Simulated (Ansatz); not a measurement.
Here is an unrelaxed guess for Hf₃C₂.

```
Hf C
1.0
     2.32087    1.33995    4.79331
    -2.32087    1.33995    4.79331
     0.00000   -2.67990    4.79331
Hf C
3 2
Direct
  0.50000 0.50000 0.00000
  0.00000 0.50000 0.50000
  0.50000 0.00000 0.50000
  0.06218 0.06218 0.06218
  0.93782 0.93782 0.93782
```

The calculation used DFT PBE, scalar-relativistic, plane waves, PAW in Ansatz 0.2.0. Cutoff 420 eV; k points 6×6×6 on the computed 5-atom cell (Γ-centred); Gaussian smearing, width 0.10 eV; no spin polarisation.

Formation energies are uncorrected and refer to the elements' standard structures at the same level.

Task: Estimate its pressure, forces and energy as it stands.

Result: The pressure is 32.8 GPa (the mean over three directions, positive in compression), the largest force is 2.11 eV/Å, and the energy is +2.58 eV/atom against the elements. The shortest distance is 1.79 Å.

Task: How much does it gain on relaxing, and where does it end?

Result: Relaxing gains about 2.2 eV/atom (the start's value is from the coarse mesh, so the gain is rough) in 24 ionic steps and ends at +0.41 eV/atom on the finer mesh. The symmetry stays R-3m (No. 166). The volume per atom shrinks by 17.9 %, from 17.9 to 14.7 Å³. The shortest distance goes from 1.79 Å (C–C) to 1.42 Å (C–C). The ratio c/a of the conventional cell changes by a factor of 0.43. Conventional cell: a = 5.762 Å, c = 7.658 Å. Around Hf lie 2 C at 2.48 Å, 8 Hf at 2.88–3.05 Å and 4 C at 2.97 Å; around C lie 1 C at 1.42 Å, 3 Hf at 2.48 Å and 6 Hf at 2.97 Å.

The last run used a 12×12×12 mesh for its 5-atom cell and Gaussian smearing of 0.10 eV. Spin–orbit coupling, which can matter for Hf, is left out. The reference form of C is held partly by dispersion forces, which this level lacks. The relaxation can't lower the symmetry of the start. A structure relaxed within its symmetry needn't be a true minimum. Another cell of Hf3C2 relaxed alike, in P-3m1, lies 1.17 eV/atom lower, so this cell isn't the stable form at this level.
